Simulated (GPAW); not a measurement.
**Fitting the PBEsol energy curve of NiAu3**

It takes space group Pm-3m (No. 221, cubic). Conventional cell: a = 4.028 Å, b = 4.028 Å, c = 4.028 Å, α = 90.00°, β = 90.00°, γ = 90.00°. Au (site symmetry 4/mmm) is surrounded by 8 Au at 2.85 Å and 4 Ni at 2.85 Å. Around Ni (site symmetry m-3m) lie 12 Au at 2.85 Å.

The cell comes from a database or a generator and needn't be the stable form of this composition.

The cell was scaled at fixed shape and fractions and run with GPAW, PAW data sets generated for this functional, cutoff 600 eV; PBEsol, k mesh 7 × 7 × 7 on the cell of 4 atoms, fermi-dirac occupations of 0.05 eV, collinear spin, ferromagnetic start, no spin-orbit coupling. Energies are those that the program minimises, any entropy of the smearing included. For a metal such a mesh isn't converged to the digits shown. The moments vanished.

| V (Å³/atom) | energy over the lowest row (meV/atom) |
| --- | --- |
| 15.3600 | 3.75 |
| 15.6868 | 0.00 |
| 16.0136 | 4.01 |
| 16.3404 | 14.76 |
| 16.6672 | 31.34 |
| 16.9940 | ? |
| 17.3208 | 78.97 |

Question: Fit the third-order Birch-Murnaghan form, give V0, B0 and B′, and predict the energy left open.

Answer: With y = (V0/V)^(2/3), E = E0 + (9 V0 B0/16) [(y - 1)³ B′ + (y - 1)² (6 - 4y)]. Least squares through the rows shown give V0 = 15.6736 Å³/atom, E0 = -0.01 meV, B0 = 183.2 GPa (1 eV/Å³ = 160.218 GPa) and B′ = 5.77, with a largest miss of 0.01 meV. At V = 16.9940 the form with these constants gives 52.97 meV; the run gave 52.98 meV an atom.
